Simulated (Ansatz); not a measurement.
# Sn3SeS2: zone-centre modes

Method: Ansatz 0.2.0, DFT PBE, scalar-relativistic, plane waves, PAW. Cutoff 420 eV, 12×12×12 k-points (Γ-centred), Gaussian smearing of 0.01 eV. No spin polarisation. Phonons by linear response, acoustic sum rule imposed.

Relaxed structure:
```
CELL_PARAMETERS angstrom
-2.09573 2.09573 8.87994
2.09573 -2.09573 8.87994
2.09573 2.09573 -8.87994
ATOMIC_POSITIONS crystal
Sn 0.82958 0.82958 0.00000
Sn 0.50000 0.50000 0.00000
Sn 0.17042 0.17042 0.00000
Se 0.00000 0.00000 0.00000
S 0.66726 0.66726 0.00000
S 0.33274 0.33274 0.00000
```

It was reached by relaxing an invented guess, and it needn't be the stable form of this composition. Spin–orbit coupling is left out, which matters for heavy elements.

(1) Is this structure stable against zone-centre distortions?

(2) List the optical modes at Γ (i marks imaginary ones).

## Answers

(1) No: 5 of the 15 optical modes are imaginary.

(2)
| frequency (THz) | degeneracy |
| --- | --- |
| 2.01i | 2 |
| 1.62i | 1 |
| 1.42i | 2 |
| 1.53 | 2 |
| 1.86 | 2 |
| 2.10 | 2 |
| 2.57 | 1 |
| 2.83 | 1 |
| 4.17 | 1 |
| 4.91 | 1 |
